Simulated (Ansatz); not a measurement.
MgS:
```yaml
crystal:
  lattice:
    - [0.00000, 2.60258, 2.60258]
    - [2.60258, 0.00000, 2.60258]
    - [2.60258, 2.60258, 0.00000]
  atoms:
    - { symbol: Mg, position: [0.00000, 0.00000, 0.00000] }
    - { symbol: S, position: [0.50000, 0.50000, 0.50000] }
```

x, y and z are the axes in which the lattice vectors are written.

Question: Give the high-frequency dielectric tensor and the Born effective charge tensors of the independent atoms from DFPT, the program Ansatz at the r²SCAN level (PAW).

Answer: 
ε∞:
```
4.89  0.00  0.00
0.00  4.89  0.00
0.00  0.00  4.89
```
Z* of atom 1 (Mg), rows: field, columns: displacement, in e:
```
2.30  0.00  0.00
0.00  2.30  0.00
0.00  0.00  2.30
```
Z* of atom 2 (S), rows: field, columns: displacement, in e:
```
-2.30   0.00   0.00
 0.00  -2.30   0.00
 0.00   0.00  -2.30
```

Static charges for comparison (Bader): Mg1 +1.71, S2 -1.71 e. Born charges measure polarisation by displacement and can exceed these by far.

Space group Fm-3m (rock salt). The cell was relaxed with r²SCAN under the symmetry of its start.

Potentials: the earlier of the program's two PAW sets. The files were generated under PBE; for other functionals the program regenerates the frozen cores, and for LDA and PBEsol the local potential too.
